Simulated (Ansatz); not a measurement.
A geometry of ScF$_{3}$ away from equilibrium: step 25 of the relaxation of a relaxed ScF3 cell shaken by Gaussian noise of σ = 0.08 Å a coordinate. These are PBE (plane waves to 420 eV, PAW, scalar-relativistic; Ansatz, a first-principles code) values and carry that method's errors. Γ-centred k-mesh 6×6×6 on the run's cell (coarser than for final values), Fermi–Dirac smearing 0.05 eV.

```xyz
8
Lattice="4.5044 0.4059 0.6587 0.4059 5.2346 0.4648 0.6587 0.4648 4.1141" Properties=species:S:1:pos:R:3:forces:R:3 pbc="T T T" free_energy=-9135.893 pressure_GPa=3.2
F      1.3142     0.3059     2.4828   -0.0011    0.0012   -0.0010
F      3.8194    -0.2099     1.7458    0.0000    0.0001   -0.0001
F     -0.4821     2.0015     1.3195    0.0001    0.0000   -0.0001
F      1.1103     2.8667     3.1310   -0.0041    0.0016   -0.0036
F      2.4299     1.5423     0.1667    0.0042   -0.0018    0.0038
F      2.2261     4.1030     0.8149    0.0009   -0.0011    0.0010
Sc     0.6035     0.6925     0.2874    0.0003    0.0006   -0.0003
Sc     2.9368     3.7164     3.0103   -0.0003   -0.0006    0.0003
```

Positions in Å, forces in eV/Å, free energy of the cell in eV (comparable only within this code, potentials and settings). Largest force: 0.01 eV/Å, on F4, F5 (atoms numbered as listed); the geometry lies 0.03 eV/atom above the end of its relaxation.

No spin polarisation in the result.

The end of the path is a generated cell of ScF3: the first start was made by placing the elements on the sites of a structure type, and the end was not matched to a known phase here, so it may be hypothetical.
